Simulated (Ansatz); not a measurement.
**ZrOs3: energy against volume and a worked fit**

It takes space group Pm-3m (No. 221, cubic). The conventional cell has a = 3.997 Å, b = 3.997 Å, c = 3.997 Å, α = 90.00°, β = 90.00°, γ = 90.00°. Os (site symmetry 4/mmm) is surrounded by 8 Os at 2.83 Å and 4 Zr at 2.83 Å. Zr (site symmetry m-3m) has 12 Os at 2.83 Å as nearest neighbours.

The cell comes from a database or a generator and needn't be the stable form of this composition.

The cell was scaled at fixed shape and fractions and run with Ansatz, Ansatz PAW, cutoff 420 eV; PBE, k mesh 7 × 7 × 7 on the cell of 4 atoms, fermi-dirac occupations of 0.05 eV, no spin polarisation, no spin-orbit coupling. Energies are those that the program minimises, any entropy of the smearing included. For a metal such a mesh isn't converged to the digits shown.

| V (Å³/atom) | energy over the lowest row (meV/atom) |
| --- | --- |
| 15.0015 | 40.67 |
| 15.3207 | 14.35 |
| 15.6399 | 1.25 |
| 15.9591 | 0.00 |
| 16.2783 | 9.34 |
| 16.5974 | ? |
| 16.9166 | 55.49 |

Fit the third-order Birch-Murnaghan form, give V0, B0 and B′, and predict the energy left open.

With y = (V0/V)^(2/3), E = E0 + (9 V0 B0/16) [(y - 1)³ B′ + (y - 1)² (6 - 4y)]. Least squares through the rows shown give V0 = 15.8341 Å³/atom, E0 = -0.84 meV, B0 = 275.3 GPa (1 eV/Å³ = 160.218 GPa) and B′ = 4.49, with a largest miss of 0.01 meV. At V = 16.5974 the form with these constants gives 28.16 meV; the run gave 28.18 meV an atom.
